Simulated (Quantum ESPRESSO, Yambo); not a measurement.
GaAlP2 (space group P-4m2, No. 115): static response along x against the Γ-centred k mesh (Yambo on LDA (Quantum ESPRESSO, PseudoDojo norm-conserving, 80 Ry, without SOC) bands; 59 bands, 4 Ry block). The smallest direct LDA gap is 1.50 eV. Axes are Cartesian, with cell vectors (Å) (3.83, 0.00, 0.00), (0.00, 3.83, 0.00), (0.00, 0.00, 5.40).

```csv
k mesh,"ε(0), independent particles","ε(0), RPA with local fields",rough Yambo cost
4×4×2,13.6,12.4,about 1/5
4×4×4,13.3,12.0,about 1/3
6×6×4,11.0,9.93,within a factor of two
8×8×6,10.5,9.36,1
```

The last step changes the RPA value by 6.1 %: not yet converged. Electronic response only; costs are rough.

Geometry relaxed with LDA; primitive cell a = 3.828 Å, b = 3.828 Å, c = 5.399 Å, α = 90.00°, β = 90.00°, γ = 90.00°.

The structure is a Materials Project entry; no match was found in the copy of COD used, and its stability was not checked.
